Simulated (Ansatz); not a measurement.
One crystal and one scan (energy against volume) at two levels, r2SCAN (plane waves to 500 eV, PAW, scalar-relativistic; Ansatz, a first-principles code) and PBE (plane waves to 420 eV, PAW, scalar-relativistic; Ansatz), each from its own relaxed cell and on its own mesh. The cell shown is that of r2SCAN.

Sn (beta-Sn type, space group I4_1/amd)

```xyz
2
Lattice="-2.9439 2.9439 1.5923 2.9439 -2.9439 1.5923 2.9439 2.9439 -1.5923" Properties=species:S:1:pos:R:3 pbc="T T T"
Sn     0.0000     2.9439     0.7961
Sn     0.0000     0.0000     0.0000
```

The volume is varied about the relaxed value V₀ at fixed cell shape. Symmetry pins the atoms to their sites.

E stands for the smeared free energy. Sn was relaxed with its symmetry unable to fall. The PAW data are Ansatz's earlier set. With the shape held, the modulus is that of even scaling; a crystal free to change shape is softer. Percentages come from the unrounded values. Both scans cover V/V₀ from 0.840 to 1.160.

Results of r2SCAN:

| Quantity | Result |
|---|---|
| Lattice constant a (Å) | 5.888 |
| Lattice constant c (Å) | 3.185 |
| Relaxed volume (Å³/atom) | 27.60 |
| Pressure at the smallest volume (GPa) | 14.4 |
| Energy cost of the largest compression (meV/atom) | 167 |
| Energy cost of the largest expansion (meV/atom) | 90 |
| Bulk modulus at fixed cell shape B₀ (third-order Birch-Murnaghan fit) (GPa) | 54.1 |
| Pressure for 5 % compression (fit) (GPa) | 3.1 |

Problem. Estimate the PBE values.

Solution. 
```
quantity                                                                       PBE     r2SCAN − PBE
---------------------------------------------------------------------------  -----  ---------------
Lattice constant a (Å)                                                       5.947  -0.059 (-1.0 %)
Lattice constant c (Å)                                                       3.212  -0.027 (-0.9 %)
Relaxed volume (Å³/atom)                                                     28.40   -0.80 (-2.8 %)
Pressure at the smallest volume (GPa)                                         12.7     +1.7 (+14 %)
Energy cost of the largest compression (meV/atom)                              152      +15 (+10 %)
Energy cost of the largest expansion (meV/atom)                                 81       +9 (+11 %)
Bulk modulus at fixed cell shape B₀ (third-order Birch-Murnaghan fit) (GPa)   47.6     +6.5 (+14 %)
Pressure for 5 % compression (fit) (GPa)                                       2.8     +0.3 (+14 %)
```

r2SCAN gives the higher value for: pressure at the smallest volume; energy cost of the largest compression; energy cost of the largest expansion; bulk modulus at fixed cell shape B₀; pressure for 5 % compression. r2SCAN gives the lower value for: lattice constant a; lattice constant c; relaxed volume.

(A scan under strain: stresses follow from slopes of the energy per volume, elastic moduli from its curvatures.)
